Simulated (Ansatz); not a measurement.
BeS:
```cif
data_Be3S3
_chemical_formula_sum 'Be3 S3'
_space_group_name_H-M_alt 'P6422'
_space_group_IT_number 181
_space_group_name_Hall 'P 64 2 (0 0 2)'
_cell_length_a 3.42358
_cell_length_b 3.42358
_cell_length_c 7.74641
_cell_angle_alpha 90.000
_cell_angle_beta 90.000
_cell_angle_gamma 120.000
loop_
_atom_site_label
_atom_site_type_symbol
_atom_site_symmetry_multiplicity
_atom_site_Wyckoff_symbol
_atom_site_fract_x
_atom_site_fract_y
_atom_site_fract_z
_atom_site_occupancy
Be1 Be 3 c 0.50000 0.00000 0.00000 1
S1 S 3 d 0.50000 0.00000 0.50000 1
```

Relaxed with PBEsol. DFT-PBEsol in the program Ansatz with PAW potentials gives a gap of 2.48 eV.

Problem. What gap does HSE06 give on the same cell (Ansatz, PAW)?

Solution. 3.52 eV, 1.05 eV more. The hybrid was solved on a coarser mesh and at special points; its gap is the smallest among all of these.

| k | v1 PBEsol | c1 PBEsol | v1 HSE06 | c1 HSE06 |
|---|---|---|---|---|
| Γ | 0.00 | 3.91 | [?] | [?] |
| A | -0.39 | 3.38 | [?] | [?] |
| K | -1.75 | 3.96 | -1.89 | 5.08 |
| H | -1.30 | 4.34 | [?] | [?] |
| M | -1.69 | 2.49 | -1.88 | 3.53 |
| L | -1.34 | 3.06 | [?] | [?] |

Problem. Top valence (v1) and lowest conduction level (c1) in eV from each method's valence maximum (which need not be a listed point): supply the withheld HSE06 values.

Solution. 
- A, v1 HSE06: -0.39
- A, c1 HSE06: 4.49
- H, v1 HSE06: -1.34
- H, c1 HSE06: 5.44
- Γ, v1 HSE06: 0.00
- Γ, c1 HSE06: 5.06
- L, v1 HSE06: -1.41
- L, c1 HSE06: 4.11

Cost on shared cores: the PBEsol run (SCF on a 9×9×4 mesh, then bands and DOS) around 15 core-seconds (rough), the HSE06 run (SCF on 6×6×2, then a few points) about 40 core-seconds (a rough figure); the tasks are unlike.

Space group P6_422. The start of the workflow was typed in or built on a structure type; neither database checked (COD, Materials Project) lists it. COD files the formula under space group No. 216, so this cell is another polymorph or a model. Whether it is the stable phase at ambient conditions was not checked. Symmetry was held in the PBEsol relaxation; phonons on a q-mesh show no instability.

Potentials: the later of the program's two PAW sets.
